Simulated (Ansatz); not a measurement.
Ge3N4:
```xyz
14
Lattice="8.0566 0.0000 0.0000 -4.0283 6.9772 0.0000 0.0000 0.0000 3.0846" Properties=species:S:1:pos:R:3 pbc="T T T"
Ge    -1.7079     5.3224     0.7711
Ge     0.2729     2.8369     0.7711
Ge     1.4350     5.7951     0.7711
Ge     5.7362     1.6548     2.3134
Ge     3.7554     4.1403     2.3134
Ge     2.5933     1.1821     2.3134
N      2.5578     0.1800     0.7711
N      6.6219     2.1251     0.7711
N      2.9053     4.6722     0.7711
N      1.4705     6.7973     2.3134
N     -2.5936     4.8521     2.3134
N      1.1230     2.3051     2.3134
N      0.0000     4.6515     0.7711
N      4.0283     2.3257     2.3134
```

Relaxed with PBEsol.

### Question
Give the Bader charges and basin volumes of the independent atoms, DFT-PBEsol in the program Ansatz with PAW potentials.

### Answer


| atom | Bader charge (e) | Bader volume (Å³) |
|---|---|---|
| Ge1 | +2.07 | 9.0 |
| N7 | -1.56 | 15.2 |
| N13 | -1.54 | 13.5 |

Space group P6_3/m. The PBEsol relaxation kept the symmetry of its start.

Potentials: the later of the program's two PAW sets.
